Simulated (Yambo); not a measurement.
Sr$_{2}$WZnO$_{6}$ (space group Fm-3m, No. 225); a = b = c = 5.707 Å, α = β = γ = 60.00°. With the G0W0 scissor the direct gap on the mesh is 4.66 eV.

**Question.** Does this run resolve the lowest exciton, and if so, what are its energy and binding? (Yambo, PBEsol bands; 4×4×4 mesh, 22 valence and 9 conduction bands, static screening with 92 bands and a 3 Ry block, scissor 1.69 eV, Tamm-Dancoff.)

**Answer.** The mesh holds a bound state, but the numbers are provisional. These are vertical excitations (zero momentum). The lowest state lies at 3.69 eV (dark for light along x), the direct quasiparticle gap on this mesh at 4.66 eV. Its binding energy, counted from that gap, is 0.97 eV; it spreads over about 48 k points of the mesh. Convergence with the mesh was not shown. The first optically allowed state is at 4.07 eV. The scissor comes from a G0W0 run whose convergence isn't established. Spin-orbit coupling is left out, which matters for elements this heavy: edges can move by tenths of an eV.

Geometry of the Materials Project entry, not relaxed at this level.

With a shallow 3d shell G0W0 needs far more bands and larger blocks than here, so the scissor is uncertain by tenths of an eV or more.
